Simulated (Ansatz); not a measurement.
## Ge$_{2}$Sb$_{2}$Te$_{5}$ at several levels of theory

One geometry, relaxed with PBE, and single points on it; plane waves with PAW potentials in Ansatz, scalar-relativistic unless the row names spin-orbit coupling. No spin polarisation. Meshes are on the primitive cell of 9 atoms. Gaps are the least over mesh and band path; pressure is positive in compression. Smearing is Gaussian, 0.10 eV.

```cif
data_structure
_symmetry_space_group_name_H-M 'P-3m1'
_symmetry_Int_Tables_number 164
_cell_length_a 4.2638
_cell_length_b 4.2638
_cell_length_c 18.0657
_cell_angle_alpha 90.000
_cell_angle_beta 90.000
_cell_angle_gamma 120.000
_cell_volume 284.44
loop_
_atom_site_label
_atom_site_type_symbol
_atom_site_symmetry_multiplicity
_atom_site_Wyckoff_symbol
_atom_site_fract_x
_atom_site_fract_y
_atom_site_fract_z
_atom_site_occupancy
Ge1 Ge 2 c 0.00000 0.00000 0.33208 1
Sb1 Sb 2 d 0.33333 0.66667 0.11226 1
Te1 Te 1 a 0.00000 0.00000 0.00000 1
Te2 Te 2 d 0.33333 0.66667 0.79107 1
Te3 Te 2 d 0.33333 0.66667 0.41040 1
```

```csv
level,cutoff (eV),k mesh,gap (eV),pressure (GPa),rough cost with bands (core-min)
PBE,420,12×12×2,0,0.0,7
```

Problem. What do r2SCAN, LDA give on the same cell?

Solution.
| level | cutoff (eV) | k mesh | gap (eV) | pressure (GPa) | rough cost with bands (core-min) |
| --- | --- | --- | --- | --- | --- |
| r2SCAN | 500 | 12×12×2 | 0 | -0.8 | 12 |
| LDA | 420 | 12×12×2 | 0.00 | -3.5 | 7 |

Spin-orbit coupling is left out except in a row that names it, which matters for the bands of heavy elements. Each cell of Ge2Sb2Te5 holds layers, and where no dispersion correction was added their binding is poorly described.